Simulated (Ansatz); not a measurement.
Consider the following.

NbSnS:
```cif
data_Nb2S2Sn2
_chemical_formula_sum 'Nb2 Sn2 S2'
_space_group_name_H-M_alt 'P4/nmm :1'
_space_group_IT_number 129
_space_group_name_Hall 'P 4ab 2ab -1ab'
_cell_length_a 3.81869
_cell_length_b 3.81869
_cell_length_c 7.67217
_cell_angle_alpha 90.000
_cell_angle_beta 90.000
_cell_angle_gamma 90.000
loop_
_space_group_symop_operation_xyz
  'x, y, z'
  '-y+1/2, x+1/2, z'
  '-x, -y, z'
  'y+1/2, -x+1/2, z'
  'x+1/2, -y+1/2, -z'
  '-y, -x, -z'
  '-x+1/2, y+1/2, -z'
  'y, x, -z'
  '-x+1/2, -y+1/2, -z'
  'y, -x, -z'
  'x+1/2, y+1/2, -z'
  '-y, x, -z'
  '-x, y, z'
  'y+1/2, x+1/2, z'
  'x, -y, z'
  '-y+1/2, -x+1/2, z'
loop_
_atom_site_label
_atom_site_type_symbol
_atom_site_symmetry_multiplicity
_atom_site_Wyckoff_symbol
_atom_site_fract_x
_atom_site_fract_y
_atom_site_fract_z
_atom_site_occupancy
Nb1 Nb 2 c 0.50000 0.00000 0.29288 1
Sn1 Sn 2 a 0.00000 0.00000 0.00000 1
S1 S 2 c 0.00000 0.50000 0.37703 1
```

This is the PBEsol-relaxed structure.

### Question
All from PBEsol in the plane-wave PAW code Ansatz, unless another level is named. Predict the electronic character.

### Answer
metallic (no gap).

### Question
What about the density of states at the Fermi level?

### Answer
0.54 states/eV per atom (mean over ±0.08 eV).

### Question
Next, the formation energy from the elements (no fitted shifts)?

### Answer
-0.25 eV/atom.

The start of the workflow was typed in or built on a structure type; neither database checked (COD, Materials Project) lists it. Whether it is the stable phase at ambient conditions was not checked. The PBEsol relaxation kept the symmetry of its start. At this level the phase is mechanically unstable. The workflow began spin-polarised and lost its moments. The volume moved by -18 % from the start of the relaxation. The references are the lowest solids computed at this level, not always the standard phases. Spin–orbit coupling is left out wherever it is not named.

Potentials: the later of the program's two PAW sets.
